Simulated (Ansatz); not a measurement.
ZrB₂ (MoSi2 or CaC2 type, I4/mmm) under volume change, plane-wave PAW r²SCAN (Ansatz code), shape and atoms relaxed at each volume.

```
V (Å³/atom)  E − E(relaxed) (meV/atom)     P (GPa)
-----------  -------------------------  ----------
11.616                            53.1       15.92
11.999                      (withheld)  (withheld)
12.382                      (withheld)  (withheld)
12.764                             0.0        0.00
13.147                             4.8       -3.95
13.530                            18.5       -7.37
13.913                            39.7      -10.31
```

Problem. Some entries are withheld; supply them.

Solution. 
- 11.999, E − E(relaxed) (meV/atom): 22.5
- 11.999, P (GPa): 9.86
- 12.382, E − E(relaxed) (meV/atom): 5.3
- 12.382, P (GPa): 4.58

Problem. What does a third-order Birch–Murnaghan fit give for V₀, B₀ and B′?

Solution. V₀ = 12.77 Å³/atom, B₀ = 141 GPa, B′ = 3.8.

A made-up cell: these elements were put on the sites of a structure type; neither database checked (COD, Materials Project) lists it. It is not the phase usual at ambient conditions (space group No. 191). The r²SCAN relaxation kept the symmetry of its start; whether a distortion lowers the energy is not shown. No spin polarisation was allowed.

Potentials: the earlier of the program's two PAW sets.
